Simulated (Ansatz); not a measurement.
An Ansatz (a first-principles code) run. Input:

Ansatz 0.2 input:
```yaml
crystal:
  lattice:
    - [0.0, 5.9799657928, 5.9799657928]
    - [5.9799657928, 0.0, 5.9799657928]
    - [5.9799657928, 5.9799657928, 0.0]
  atoms:
    - { symbol: I, position: [0.7602184105, 0.2397815895, 0.2397815895] }
    - { symbol: I, position: [0.2397815895, 0.7602184105, 0.2397815895] }
    - { symbol: I, position: [0.2397815895, 0.7602184105, 0.7602184105] }
    - { symbol: I, position: [0.7602184105, 0.2397815895, 0.7602184105] }
    - { symbol: I, position: [0.2397815895, 0.2397815895, 0.7602184105] }
    - { symbol: I, position: [0.7602184105, 0.7602184105, 0.2397815895] }
    - { symbol: Cs, position: [0.25, 0.25, 0.25] }
    - { symbol: Cs, position: [0.75, 0.75, 0.75] }
    - { symbol: Sn, position: [0.0, 0.0, 0.0] }
kpoints:
  mp_grid: { grid: [3, 3, 3] }
hamiltonian:
  xc: hse06
  pseudopotentials: { kind: paw }
magnetization: { noncollinear: true, spin_orbit: true }
scf:
  n_extra_bands: 18
  occupations: { method: gaussian, width: 0.02 }
output:
  eigenvalues: true
  eigenstates:
    e_range: [-9.0, 9.8]
    kpoints:
      - [0.0, 0.0, 0.0]  # VBM
      - [0.0, 0.0, 0.0]  # CBM
      - [0.0, 0.0, 0.0]  # GAMMA
      - [0.5, 0.0, 0.5]  # X
      - [0.5, 0.5, 0.5]  # L
      - [0.5, 0.25, 0.75]  # W
      - [0.375, 0.375, 0.75]  # K
      - [0.625, 0.25, 0.625]  # U
```

Output (shortened):

```
Pseudopotentials: kind: paw_fr
Pseudopotential: I, paw_fr, valence charge 17
Pseudopotential: Cs, paw_fr, valence charge 9
Pseudopotential: Sn, paw_fr, valence charge 14
Functional definition: HSE06
non-collinear run that drives no moment, with spin-orbit …
exact exchange is computed by density-matrix convolution in blocks of its matrices' elements, because memory is short …
Crystal: 9 atoms, lattice volume = 427.687 Å³
Basis set: ecut = 420 eV, 8363 PW (Γ)
Bands: 152, of which v1, the nominal top of the filled ones, is band 134 counted from 1 (133 counted from 0)
Symmetry: 48 space group operations + 48 with time reversal
k-points: 4 of 27
Projection manifold: j_resolved (fully-relativistic pseudo-atomic orbitals)
PAW frozen core: I, regenerated for the run's functional, and the local potential with it
PAW frozen core: Cs, regenerated for the run's functional, and the local potential with it
PAW frozen core: Sn, regenerated for the run's functional, and the local potential with it
Initial density: superposition of atomic densities (chi_scale 0.1, normalization cell, long waves kept (reshape's long-wave potential 0.00 eV rms))
Initial wavefunctions: pseudopotential atomic-orbital guess
Eigensolver: davidson
Functional: x = pbe(κ = 0.804, μ = 0.2195149727645171), c = pbe(β = 0.06672455060314922), warm-up for x = pbe(κ = 0.804, μ = 0.2195149727645171) + 0.25 (exact − pbe) at short range (hse, ω = 0.20786987370883472 Å⁻¹), c = pbe(β = 0.06672455060314922); HSE06 as …
SCF 1 stopped early in 8 iterations: F = -62480.489473 eV  dr2 = 2.64e-6
Crystal: 9 atoms, lattice volume = 427.687 Å³
Projection manifold: j_resolved (fully-relativistic pseudo-atomic orbitals)
Initial density: handed on by an earlier stage of this run
Initial wavefunctions: those handed on with the density
Functional: x = pbe(κ = 0.804, μ = 0.2195149727645171) + 0.25 (exact − pbe) at short range (hse, ω = 0.20786987370883472 Å⁻¹), c = pbe(β = 0.06672455060314922); HSE06 as pw.x's `hse` composes it (authors' and Libxc's form: `xc: wpbeh`)
Exchange kernel: α = 0.2500, screened, ω = 0.2079 Å⁻¹, Wigner–Seitz truncation, v(0) = 1046.8052 eV·Å³, q-mesh 3×3×3, nearest image of the exchange supercell L …
Frozen-core exchange: fock
SCF 2 stopped early in 5 iterations: F = -62475.864354 eV  dr2 = 1.06e-5
hybrid outer 1: dexx = +2.133e-2 eV, tail = 1.26e-4 eV
Crystal: 9 atoms, lattice volume = 427.687 Å³
Projection manifold: j_resolved (fully-relativistic pseudo-atomic orbitals)
Exchange kernel: α = 0.2500, screened, ω = 0.2079 Å⁻¹, Wigner–Seitz truncation, v(0) = 1046.8052 eV·Å³, q-mesh 3×3×3, nearest image of the exchange supercell L …
Frozen-core exchange: fock
SCF 3 converged in 4 iterations: F = -62475.864133 eV  dr2 = 1.01e-8
hybrid outer 2: dexx = +1.258e-6 eV, tail = 5.46e-8 eV, Δε = 2.83e-3 eV (about 1.08e-4 eV left of the loop's levels)
solve of the band table under the exchange operator …
hybrid SCF converged: 2 outer / 9 inner (+8 warm-up), last move |dexx| = 1.26e-6 eV, tail = 5.46e-8 eV
Stability not checked (fock_operator)
Magnetization: |M| = 0.0000 μB,  M = (+0.0000, +0.0000, +0.0000) μB
Absolute magnetization: 0.0000 μB (∫|m|)
  site 0: m = (+0.0000, +0.0000, +0.0000) μB, |m| = 0.0000 μB  (R = 1.18 Å)
  site 1: m = (+0.0000, +0.0000, +0.0000) μB, |m| = 0.0000 μB  (R = 1.18 Å)
  site 2: m = (+0.0000, +0.0000, +0.0000) μB, |m| = 0.0000 μB  (R = 1.18 Å)
  site 3: m = (+0.0000, +0.0000, +0.0000) μB, |m| = 0.0000 μB  (R = 1.18 Å)
  site 4: m = (+0.0000, +0.0000, +0.0000) μB, |m| = 0.0000 μB  (R = 1.18 Å)
  site 5: m = (+0.0000, +0.0000, +0.0000) μB, |m| = 0.0000 μB  (R = 1.18 Å)
  site 6: m = (+0.0000, +0.0000, +0.0000) μB, |m| = 0.0000 μB  (R = 1.74 Å)
  site 7: m = (+0.0000, +0.0000, +0.0000) μB, |m| = 0.0000 μB  (R = 1.74 Å)
  site 8: m = (+0.0000, +0.0000, +0.0000) μB, |m| = 0.0000 μB  (R = 1.18 Å)
Free energy (F): -62475.864133 eV
Frozen-core exchange: fock
Harris-Foulkes:  -62475.864133 eV  (|F-HF|=4.03e-9)
Internal energy: -62475.864133 eV  (E = F + TS)
E sigma→0 (E₀):  -62475.864133 eV
Fermi energy:    3.874621 eV
--- Per-component energies (eV) ---
  E_band       = -2961.109538
  E_kinetic    = 1603.409642
  E_local      = -16234.184553  (includes V_loc(G=0)·N_el)
  E_nonlocal   = -514.198283
  E_hartree    = 8241.767188
  E_xc         = -1198.897854
  E_vxc        = -896.938579  (∫ρ·V_xc dr)
  E_exx        = -369.730791  (= α·E_x^exact, valence–valence)
  E_paw        = -43128.207808  (= ΣΔE_a)
  E_vpaw       = -2663.278511  (= ΣTr[D̂ρ^β])
  E_aug_tail   = -0.000082  (compensation charges beyond the density's cutoff)
  E_ewald      = -10873.677778
  E_core_change = -2.143813  (= ΣΔE_core)
  E_smearing   =  0.000000  (= −TS)
  E_closure    =  0.000000  (closes the sum)
  Σ components = -62475.864133   (vs F -62475.864133, Δ=0.00e0)
--- Band table (eV) ---
  k-point 0: bands = ["-43.9443", "-43.9443", "-43.9443", "-43.9443", "-43.9442", "-43.9442", "-43.9442", "-43.9442", "-43.9440", "-43.9440", "-43.9439", "-43.9439", "-43.8107", "-43.8107", "-43.8107", "-43.8107", "-43.8107", "-43.8107", "-43.8106", …
  k-point 1: bands = ["-43.9443", "-43.9443", "-43.9442", "-43.9442", "-43.9442", "-43.9442", "-43.9442", "-43.9442", "-43.9440", "-43.9440", "-43.9439", "-43.9439", "-43.8107", "-43.8107", "-43.8107", "-43.8107", "-43.8107", "-43.8107", "-43.8106", …
  k-point 2: bands = ["-43.9443", "-43.9443", "-43.9442", "-43.9442", "-43.9442", "-43.9442", "-43.9442", "-43.9442", "-43.9440", "-43.9440", "-43.9439", "-43.9439", "-43.8107", "-43.8107", "-43.8107", "-43.8107", "-43.8106", "-43.8106", "-43.8106", …
  k-point 3: bands = ["-43.9443", "-43.9443", "-43.9442", "-43.9442", "-43.9442", "-43.9442", "-43.9442", "-43.9442", "-43.9440", "-43.9440", "-43.9439", "-43.9439", "-43.8107", "-43.8107", "-43.8107", "-43.8107", "-43.8106", "-43.8106", "-43.8106", …
  band table: 152 of 152 bands, residual norms ≤ 1.0e-3 eV
```

Cost: around 4 core-hours (rough) on shared cores.

The points marked VBM and CBM come from a semilocal run.

Space group Fm-3m. The HSE06 relaxation kept the symmetry of its start.

Potentials: the later of the program's two PAW sets.

Ansatz is a plane-wave DFT program.
